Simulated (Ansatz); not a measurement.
Ru:
```cif
data_Ru2
_chemical_formula_sum 'Ru2'
_space_group_name_H-M_alt 'P 1'
_space_group_IT_number 1
_cell_length_a 2.70476
_cell_length_b 2.70476
_cell_length_c 4.26609
_cell_angle_alpha 90.000
_cell_angle_beta 90.000
_cell_angle_gamma 120.000
loop_
_space_group_symop_operation_xyz
  'x, y, z'
loop_
_atom_site_label
_atom_site_type_symbol
_atom_site_fract_x
_atom_site_fract_y
_atom_site_fract_z
_atom_site_occupancy
Ru1 Ru 0.66667 0.33333 0.75000 1
Ru2 Ru 0.33333 0.66667 0.25000 1
```

This is the r²SCAN-relaxed structure.

All from plane-wave PAW r²SCAN (Ansatz code), unless another level is named. Estimate the density of states at the Fermi level.

0.78 states/eV per atom (mean over ±0.08 eV).

Predict the gap with spin–orbit coupling.

none (metallic).

Space group P6_3/mmc (hcp (Mg type)). The r²SCAN relaxation kept the symmetry of its start. The run is not spin-polarised. Scalar-relativistic: spin–orbit coupling is off unless named, which matters more the heavier the elements.

Potentials: the earlier of the program's two PAW sets.
